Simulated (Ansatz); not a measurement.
Input:

PdSeO3:
```yaml
crystal:
  lattice:
    - [3.44379, 3.44259, 0.00000]
    - [-3.44379, 3.44259, 0.00000]
    - [-3.29908, 0.00000, 5.90901]
  atoms:
    - { symbol: Pd, position: [0.00000, 0.50000, 0.00000] }
    - { symbol: Pd, position: [0.50000, 0.00000, 0.00000] }
    - { symbol: Se, position: [0.32612, 0.67388, 0.63116] }
    - { symbol: Se, position: [0.67388, 0.32612, 0.36884] }
    - { symbol: O, position: [0.57098, 0.03322, 0.29504] }
    - { symbol: O, position: [0.42902, 0.96678, 0.70496] }
    - { symbol: O, position: [0.03322, 0.57098, 0.70496] }
    - { symbol: O, position: [0.96678, 0.42902, 0.29504] }
    - { symbol: O, position: [0.39120, 0.60880, 0.13850] }
    - { symbol: O, position: [0.60880, 0.39120, 0.86150] }
```

This is the LDA-relaxed structure. Tensor components refer to the Cartesian frame of this cell.

Question: All from LDA in the plane-wave PAW code Ansatz, unless another level is named. Estimate the electronic dielectric constant ε∞ (DFPT).

Answer: 5.51 (xx), 7.16 (yy), 4.78 (zz).

Question: What about the Bader charges?

Answer: Pd +0.91, Se +1.97, O -0.98 to -0.93 e.

Question: And the Born charges (a third of the trace)?

Answer: Pd +1.19, Se +3.00, O -1.47 to -1.25 e.

Space group C2/m. The workflow started from a Materials Project entry (that database holds measured and hypothetical structures alike); the Crystallography Open Database copy checked does not list it. COD files the formula under space group No. 11. Whether it is the stable phase at ambient conditions was not checked. The cell was relaxed with LDA under the symmetry of its start; whether a distortion lowers the energy is not shown. No spin polarisation was allowed. A crystal of weakly bound layers computed without a dispersion correction: the cell and the soft elastic constants depend strongly on that. Scalar-relativistic: spin–orbit coupling is off unless named, which matters more the heavier the elements.

Potentials: the later of the program's two PAW sets.
